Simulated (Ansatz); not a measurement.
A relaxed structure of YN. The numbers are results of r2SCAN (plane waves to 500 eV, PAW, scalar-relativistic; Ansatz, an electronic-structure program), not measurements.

```xyz
2
Lattice="0.0000 2.4478 2.4478 2.4478 0.0000 2.4478 2.4478 2.4478 0.0000" Properties=species:S:1:pos:R:3 pbc="T T T"
N      2.4478     2.4478     2.4478
Y      0.0000     0.0000     0.0000
```

### Question
Find the space group and the Wyckoff positions (tolerance 0.01 Å).

### Answer
Space group Fm-3m (No. 225); a = b = c = 4.896 Å, α = β = γ = 90.00°

```
atom  site  symmetry       x       y       z
----  ----  --------  ------  ------  ------
N       4b      m-3m  0.5000  0.5000  0.5000
Y       4a      m-3m  0.0000  0.0000  0.0000
```

This is the rock salt type.

### Question
Give the shortest distances between elements (the closest pairs, up to four, under 3.6 Å).

### Answer
N–Y 2.45 Å; N–N 3.46 Å; Y–Y 3.46 Å.

```yaml
volume_per_atom: 14.67 Å³
density: 5.83 g/cm³
band_gap: 0.58 eV, indirect (valence top at Γ, conduction bottom at k = (0, -0.5, -0.5)) (no spin-orbit coupling)
smallest_direct_gap: 0.98 eV at k = (0, -0.5, -0.5)
```

No spin polarisation in the result.

Measured for YN: a 4.877 Å (as listed in G. Soto, M.G. Moreno-Armenta, A. Reyes-Serrato, Computational Materials Science (2007)). Computed minus measured — a: r2SCAN +0.4 %. The computed values are for a static lattice.

The run could not lose the symmetry of its start.

It was reached from a disturbed copy of a Fd-3m (No. 227) cell (AFLOW prototype AB_cF16_227_a_b (B32, as in NaTl)), against which it lies -2.96 eV/atom.
